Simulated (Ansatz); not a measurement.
## Field gradients at the nuclei in NaYZnS3O12

The cell is a computed structure from the Materials Project (it need not be an observed phase), taken as it stands.

```cif
data_NaYZnS3O12
_symmetry_space_group_name_H-M 'R3c:H'
_symmetry_Int_Tables_number 161
_cell_length_a 8.9542
_cell_length_b 8.9542
_cell_length_c 23.6462
_cell_angle_alpha 90.000
_cell_angle_beta 90.000
_cell_angle_gamma 120.000
loop_
_atom_site_label
_atom_site_type_symbol
_atom_site_symmetry_multiplicity
_atom_site_Wyckoff_symbol
_atom_site_fract_x
_atom_site_fract_y
_atom_site_fract_z
Na Na 6 a 0.0000 0.0000 0.5056
Y Y 6 a 0.0000 0.0000 0.3521
Zn Zn 6 a 0.0000 0.0000 0.6513
S S 18 b 0.6231 0.6562 0.4156
O13 O 18 b 0.1866 0.9709 0.6978
O19 O 18 b 0.8049 0.0165 0.3004
O25 O 18 b 0.1930 0.1674 0.5884
O31 O 18 b 0.7985 0.8133 0.4115
```

One atom of each set is listed; the run and its k-mesh use a cell of 36 atoms with edges of 9.43, 9.43, 9.43 Å.

All values are calculated (Ansatz; DFT, r2SCAN, plane waves and PAW, scalar-relativistic, 500 eV cutoff, Γ-centred 3×3×3 k-points, Fermi–Dirac smearing 0.02 eV), not measured.

C_Q = eQV_zz/h, which is 24.18 MHz for Q = 1 b and V_zz = 10²¹ V/m²; η = (V_xx − V_yy)/V_zz. ν_Q = 3|C_Q|/[2I(2I − 1)].

Na-23: I = 3/2, Q = 104.0 mb; ⁶⁷Zn: I = 5/2, Q = 122.0 mb; 33S: I = 3/2, Q = -69.40 mb; 17O: I = 5/2, Q = -25.58 mb. Quadrupole moments are those of Pyykkö's year-2017 table.

**Question.** What field gradients does the calculation give at each kind of site?

**Answer.** 

```csv
site,atoms,first shell,C_Q (MHz),η,ν_Q (MHz)
Na,2,6 O at 2.54–2.83 Å,-1.56,0.00,0.780
Zn,2,6 O at 2.12–2.20 Å,-0.165,0.00,0.025
S,6,4 O at 1.48–1.50 Å,1.97,0.16,0.984
O13,6,"1 S at 1.48 Å, 1 Zn at 2.12 Å, angle 153°",-9.60,0.10,1.44
O19,6,"1 S at 1.48 Å, 1 Y at 2.20 Å, angle 155°",-8.61,0.04,1.29
O25,6,"1 S at 1.49 Å, 1 Zn at 2.20 Å, angle 143°; also 1 Na at 2.54 Å",-9.28,0.21,1.39
O31,6,"1 S at 1.50 Å, 1 Y at 2.24 Å, angle 145°; also 1 Na at 2.83 Å",-8.88,0.10,1.33
```

An axis of threefold or higher order runs through Na and Zn, so V_zz lies along it and η is zero. At O13, O19, O25 and O31 V_zz points along the shorter of its two bonds, to S (within 4°) in each case.

Y has no stable isotope with a ground-state quadrupole moment in the table, so these sites are left out.

The largest force is 0.5 eV/Å, so the atoms aren't at the calculated equilibrium and relaxing them would move these values. Without spin–orbit coupling (the program notes it for Y) the gradients are little affected as a rule: paired runs on crystals with a gap mostly move them by under 2 % at such atoms. With these PAW files V_zz is typically within 2 to 3 % of all-electron values, but misses above 10 % occur on Zn.

The run took 91 s of wall time (91 s of CPU time) and 2.5 GiB at its peak, on 1 thread of Intel Xeon Platinum 8488C (Sapphire Rapids) (x86_64; 4 cores open to the job, memory cap 2.5 GiB, no GPU), a shared host with a load of 0.5 a core.
